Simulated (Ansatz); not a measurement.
Pd:
```xyz
1
Lattice="0.0000 1.9537 1.9537 1.9537 0.0000 1.9537 1.9537 1.9537 0.0000" Properties=species:S:1:pos:R:3 pbc="T T T"
Pd     0.0000     0.0000     0.0000
```

Relaxed with r²SCAN.

Task: Map the electron localisation function on the plane through (0.000, 0.000, 0.000) spanned by u = [1, 1, 0] and v = [1, -1, 0] in lattice vectors, from the program Ansatz at the r²SCAN level (PAW).

Result: x is the fraction of u, y of v (the angle between them is 90°; rows are the nearest grid lines); atoms in the plane: Pd at (0.00, 0.00), Pd at (0.50, 0.50).
```
| -%@#:             :#@%- |
|:=%@*:             :*@%=:|
|*%@@+.     ...     .+@@%*|
|@@@#-    .-+++-.    -#@@@|
|@%#=.   .=#%@%#=.   .=#%@|
|++-.    -#@@@@@#-    .-++|
|..     .+@@%*%@@+.     ..|
|       :*@%=:=%@*:       |
|       :#@%- -%@#:       |
|       :*@%=:=%@*:       |
|..     .+@@%*%@@+.     ..|
|++-.    -#@@@@@#-    .-++|
|@%#=.   .=#%@%#=.   .=#%@|
|@@@#-    .-+++-.    -#@@@|
|*%@@+.     ...     .+@@%*|
|:=%@*:             :*@%=:|
| -%@#:             :#@%- |
```
Scale: ten equal steps from 0.186 (start of ' ') to 0.539 (end of '@'), in the order ' .:-=+*#%@'; x runs from 0.000 to 1.00, y from 0.000 (bottom) to 1.00 (top).

The density is the valence pseudo-density with augmentation charge, so density and ELF within about 1 Å of a nucleus are not all-electron values.

Space group Fm-3m (fcc (Cu type)). The r²SCAN relaxation kept the symmetry of its start. The run is not spin-polarised.

Potentials: the later of the program's two PAW sets.
